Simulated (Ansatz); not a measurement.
Consider the following.

Bi (A7 type, space group R-3m)

```
CELL_PARAMETERS angstrom
      2.26684     1.30876     3.88461
     -2.26684     1.30876     3.88461
      0.00000    -2.61752     3.88461
ATOMIC_POSITIONS crystal
  Bi 0.23720 0.23720 0.23720
  Bi 0.76280 0.76280 0.76280
```

In this cell atom 1 (Bi, nearest neighbour Bi at 3.091 Å; its periodic images, 4.5 Å or more away, move with it) is moved by s along Cartesian [111], unit vector (0.577, 0.577, 0.577); all other atoms and the cell stay fixed.

These are PBE-D3(BJ) (plane waves to 420 eV, PAW, scalar-relativistic; Ansatz, a program for electronic structure) values and carry that method's errors. k mesh 10×10×10 (Γ-centred), Fermi-Dirac smearing 0.05 eV. Energies are smeared free energies. With partly filled bands, energies and forces of such displacements shift with the k mesh and the smearing. Bi was relaxed with its symmetry unable to fall. Spin-orbit coupling is left out, though Bi is heavy. The PAW data are Ansatz's earlier set. The zero of ΔE is the undisplaced structure.

The scan covers s from -0.620 to 0.620 Å in 11 points.

Q: Is the energy the same for displacements of ±0.620 Å, and if not, which side lies higher?

A: Not even: the negative side lies higher at ±0.620 Å. With its periodic images moving along, the atom's site symmetry in this cell is 3m.

Q: What force acts on the atom along the line at s = -0.620 Å?

A: 3.83 eV/Å.

Q: What is the energy change at s = 0.620 Å?

A: 165 meV/cell.

Q: What is the force constant k = d²E/ds² of this move at s = 0?

A: 2.30 eV/Å².

(A displaced cell: forces are minus the slopes of the energy, force constants its curvatures, and phonons follow from these.)
